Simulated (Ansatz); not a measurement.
Consider the following.

AgW:
```
CELL_PARAMETERS angstrom
      0.00000     2.65048     2.65048
      2.65048     0.00000     2.65048
      2.65048     2.65048     0.00000
ATOMIC_POSITIONS crystal
  Ag 0.00000 0.00000 0.00000
  W  0.50000 0.50000 0.50000
```

This is the r²SCAN-relaxed structure.

Question: All from DFT-r²SCAN in the program Ansatz with PAW potentials, unless another level is named. Predict the bulk modulus (Birch–Murnaghan fit).

Answer: 166 GPa.

Question: Give the elastic constants (relaxed ions, GPa).

Answer: C11 = 389, C12 = 54.7, C44 = -17.2.

Space group Fm-3m (rock salt). The start of the workflow was typed in or built on a structure type; neither database checked (COD, Materials Project) lists it. Whether it is the stable phase at ambient conditions was not checked. The cell was relaxed with r²SCAN under the symmetry of its start. At this level the phase is mechanically unstable. The run is not spin-polarised. Its formation energy is positive at this level, so the cell may be metastable or incomplete. As this level gives no gap, shear constants depend on the k-mesh and smearing (Fermi–Dirac, 0.1 eV here). Scalar-relativistic: spin–orbit coupling is off unless named, which matters more the heavier the elements.

Potentials: the later of the program's two PAW sets.
